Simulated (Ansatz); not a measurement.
## Cold compression of Cl (diamond type)

```yaml
crystal:
  lattice:
    - [0.00000, 3.09353, 3.09353]
    - [3.09353, 0.00000, 3.09353]
    - [3.09353, 3.09353, 0.00000]
  atoms:
    - { symbol: Cl, position: [0.87500, 0.87500, 0.87500] }
    - { symbol: Cl, position: [0.12500, 0.12500, 0.12500] }
```

The cell comes from a relaxation on PAW files under the same functional, begun from a prototype that needn't be the stable phase.

Its volume is scaled at fixed shape and fractional positions.

Level of theory: DFT with LDA, scalar-relativistic, in Ansatz 0.2.0; a Γ-centred 11×11×11 k mesh, Fermi–Dirac smearing of 0.08 eV, no spin polarisation. LAPW: all electrons, basis error target 1 meV/atom; PAW: frozen-core files, cutoff 420 eV; crystal datasets: all electrons, by PAW datasets that the program makes for each cell; norm-conserving: pseudopotentials, cutoff 762 eV.

Energies are extrapolated to zero smearing and count from the unscaled cell; pressure is positive in compression; gaps take the mesh and a band path. No temperature or zero-point motion is included.

The PAW files were made under PBE. The structure type is held throughout; the real material can change phase at far lower pressure.

| V/V0 | V (Å³/atom) | P LAPW (GPa) | ΔE LAPW (eV/atom) | P PAW − LAPW (GPa) | ΔE PAW − LAPW (meV/atom) |
| --- | --- | --- | --- | --- | --- |
| 1.00 | 29.60 | 0.01 | 0.000 | -0.01 | 0.0 |
| 0.90 | 26.64 | 3.58 | 0.027 | -0.01 | -0.2 |
| 0.80 | 23.68 | 9.73 | 0.142 | -0.02 | -0.5 |
| 0.70 | 20.72 | 20.3 | 0.408 | -0.03 | -1.0 |
| 0.60 | 17.76 | 38.7 | 0.935 | -0.07 | -2.0 |
| 0.50 | 14.80 | ? | 1.918 | -0.17 | -4.1 |
| 0.40 | 11.84 | 129.7 | ? | -0.41 | -9.1 |

Problem. Fill in "ΔE LAPW (eV/atom)" for the row "0.40".

Solution. 3.708.

Problem. Fill in "P LAPW (GPa)" for the row "0.50".

Solution. 70.8.

Problem. Fit the Vinet equation to the LAPW pressures over the whole range, with residuals weighted by 1/(|P| + 0.03·Pmax).

Solution. V0 = 29.58 Å³/atom, B0 = 29.2 GPa and B0′ = 3.89, and the fit misses no point by more than 2.7 GPa. A fit over so wide a range pins B0 less well than one near rest.

Problem. At the smallest volume, how far do crystal datasets and norm-conserving lie from LAPW in pressure?

Solution. crystal datasets: -0.01 GPa; norm-conserving: -0.27 GPa, on a LAPW pressure of 129.7 GPa.
